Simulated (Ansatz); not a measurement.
Ba:
```
Ba
1.0
   -2.45940     2.45940     2.45940
    2.45940    -2.45940     2.45940
    2.45940     2.45940    -2.45940
Ba
1
Cartesian
  0.00000   0.00000   0.00000
```

Relaxed with PBE+D3(BJ). Special points in fractions of this cell's reciprocal vectors: Γ (0.000, 0.000, 0.000); H (0.500, -0.500, 0.500); N (0.000, 0.000, 0.500); P (0.250, 0.250, 0.250).

Task: List the band energies nearest the Fermi level at these points for the program Ansatz at the PBE+D3(BJ) level (PAW).

Result: In eV from the Fermi level; about four levels below and three above (degenerate sets whole), none deeper than 8.9 eV; points with the same levels are listed once.

| k | below | above |
|---|---|---|
| Γ | -2.76 | 1.91 1.91 1.91 |
| H | -0.62 -0.62 | 4.25 4.25 4.25 |
| N | -0.92 | 0.70 1.42 3.38 |
| P | – | 0.58 0.58 0.58 |

Space group Im-3m (bcc (W type)). The PBE+D3(BJ) relaxation kept the symmetry of its start. The pairwise dispersion correction was not fitted to metals. Scalar-relativistic: spin–orbit coupling is off unless named, which matters more the heavier the elements.

Potentials: the earlier of the program's two PAW sets.
